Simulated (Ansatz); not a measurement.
C (diamond)

```yaml
crystal:
  lattice:
    - [0.00000, 1.78014, 1.78014]
    - [1.78014, 0.00000, 1.78014]
    - [1.78014, 1.78014, 0.00000]
  atoms:
    - { symbol: C, position: [0.00000, 0.00000, 0.00000] }
    - { symbol: C, position: [0.25000, 0.25000, 0.25000] }
```

This relaxed cell (volume V₀) is scaled evenly in all directions, its shape held. Symmetry pins the atoms to their sites.

The numbers are results of r2SCAN (plane waves to 500 eV, PAW, scalar-relativistic; Ansatz, a quantum-chemistry and plane-wave program), not measurements. k mesh 17×17×17 (Γ-centred), Fermi-Dirac smearing 0.05 eV. E stands for the smeared free energy. Stress and pressure are positive under compression. C was relaxed with its symmetry unable to fall. The zero of ΔE is the relaxed starting cell.

```tsv
V (Å³/atom)	ΔE (meV/atom)
4.739	265.1
4.964	139.0
5.190	57.7
5.415	13.5
5.641	0.0
5.867	11.9
6.092	45.0
6.318	95.6
6.544	withheld
```

### Question
Fit a third-order Birch-Murnaghan form (E₀, V₀, B₀, B₀′ free) to the given rows and predict ΔE at V = 6.544.

### Answer
Least squares on the 8 given rows: ΔE = E₀ + (9V₀B₀/16)·y²·[2 + (B₀′ − 4)y], y = (V₀/V)^(2/3) − 1, with V₀ = 5.641 Å³/atom, B₀ = 450.3 GPa (160.2 GPa = 1 eV/Å³; the term in eV is multiplied by 1000), B₀′ = 3.67, E₀ = -0.02 meV/atom; root-mean-square residual 0.06 meV/atom. At 6.544 the fit gives 160.9 meV/atom; the calculation gives 160.7 meV/atom, so the extrapolation is off by 0.2 (+0.1 %). For the pressure the fit gives -50.9 GPa against the computed -50.7 GPa.

(Under strain, the slope of the energy per volume gives the stress and its curvature an elastic modulus.)
